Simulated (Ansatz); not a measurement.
WSe2: axial (c/a) deformation path

The calculation used DFT PBEsol+D3(BJ), scalar-relativistic, plane waves, PAW (Ansatz 0.2.0). The runs took a 420 eV cutoff, a Γ-centred 12×12×4 mesh and Gaussian smearing (0.05 eV). Spin–orbit coupling is left out, which matters for the heavy elements here. No spin polarisation. Energies are free energies at this smearing, counted from the undisturbed cell; pressure is positive in compression.

Zero of the scan (relaxed at this level):

```
W Se
1.0
     3.23046    0.00000    0.00000
    -1.61523    2.79766    0.00000
     0.00000    0.00000   12.41450
W Se
2 4
Direct
  0.33333 0.66667 0.25000
  0.66667 0.33333 0.75000
  0.33333 0.66667 0.61458
  0.66667 0.33333 0.11458
  0.33333 0.66667 0.88542
  0.66667 0.33333 0.38542
```

At fixed volume and fractional coordinates, lengths along (0.000, 0.000, 1.000) are scaled against those across it; ρ is that ratio over its starting value.

```csv
ρ,ΔE (meV/atom),pressure (GPa),gap on the mesh (eV)
0.800,336.3,6.5,0.00
0.850,181.8,4.4,0.00
0.920,48.8,2.1,0.43
0.960,11.7,1.0,0.61
1.000,0.0,0.0,0.71
1.050,17.2,-1.0,0.77
1.100,?,?,0.62
1.200,247.6,-2.0,0.10
1.300,?,-1.6,0.00
```

Where the gap reads zero the k-mesh, chosen for the insulator, is on the coarse side.

**Question.** Give the withheld values.

**Answer.** ΔE (meV/atom) at ρ = 1.100: 66.3; pressure (GPa) at ρ = 1.100: -1.6; ΔE (meV/atom) at ρ = 1.300: 502.0.

Cost: 9 runs of about 1.7 core-minutes in all, on Intel Xeon Platinum 8488C (Sapphire Rapids) (shared hosts).